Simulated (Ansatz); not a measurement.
The relaxed structure here is a generated cell of SiC: the first start was made by placing the elements on the sites of a structure type, and the end was not matched to a known phase here, so it may be hypothetical. Known forms of SiC include space group No. 186, 216.

A structure of SiC relaxed with PBEsol (plane waves to 420 eV, PAW, scalar-relativistic; Ansatz, a first-principles code); single points at other levels follow on the same geometry (Ansatz, PAW; HSE06 at 420 eV on a 4×8×4 k-mesh; no spin-orbit coupling). Space group Pnma (No. 62).

```
SiC
1.0
    5.81251     0.00000     0.00000
    0.00000     3.12535     0.00000
    0.00000     0.00000     5.18998
Si C
4 4
Direct
  0.84061   0.25000   0.90404
  0.34061   0.25000   0.59596
  0.15939   0.75000   0.09596
  0.65939   0.75000   0.40404
  0.17550   0.25000   0.89623
  0.67550   0.25000   0.60377
  0.82450   0.75000   0.10377
  0.32450   0.75000   0.39623
```

```json
[
 {"level": "PBEsol", "gap (eV)": "2.49", "kind": "indirect", "conduction minimum": "U"},
 {"level": "HSE06", "gap (eV)": "___", "kind": "–", "conduction minimum": "___"}
]
```

Q: Fill in the missing entries.

A: 
- HSE06, gap (eV): 3.57
- HSE06, conduction minimum: U

HSE06 gaps come from a coarse mesh plus a few chosen points, so they may be too large. No spin polarisation in the result.

The run could not lose the symmetry of its start: the end is stationary, and may be a saddle point rather than a minimum.
